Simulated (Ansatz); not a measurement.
Values for one crystal, relaxed and computed with the program Ansatz at the r²SCAN level (PAW); other levels are named.

- Volume per atom = 24.59 Å³
- Electronic character = metallic (no gap)
- Formation energy from the elements (no fitted shifts) = -52 kJ/mol of atoms
- Density of states at the Fermi level = 0.51 states/eV per atom (mean over ±0.08 eV)

**Question.** Pick the material that matches.
(A) NbZn3Ga3, R-3m (Nb on 3a, Zn on 9d, Ga on 9e)
(B) Nb3In, A15 (Cr3Si type)
(C) YIn3, Cu3Au type
(D) Ti2Ga3, P4/m (Ti on 4k, Ga on 4j, Ga on 1d, Ga on 1a)

**Answer.** C, YIn3, Cu3Au type

Space group Pm-3m (Cu3Au type). The workflow started from a Materials Project entry (that database holds measured and hypothetical structures alike); the Crystallography Open Database files this formula in space group No. 221, but the cells were not matched. Whether it is the stable phase at ambient conditions was not checked. The cell was relaxed with r²SCAN under the symmetry of its start; whether a distortion lowers the energy is not shown. No spin polarisation was allowed. The references are the lowest solids computed at this level, not always the standard phases. Spin–orbit coupling is left out wherever it is not named.

Potentials: the earlier of the program's two PAW sets.
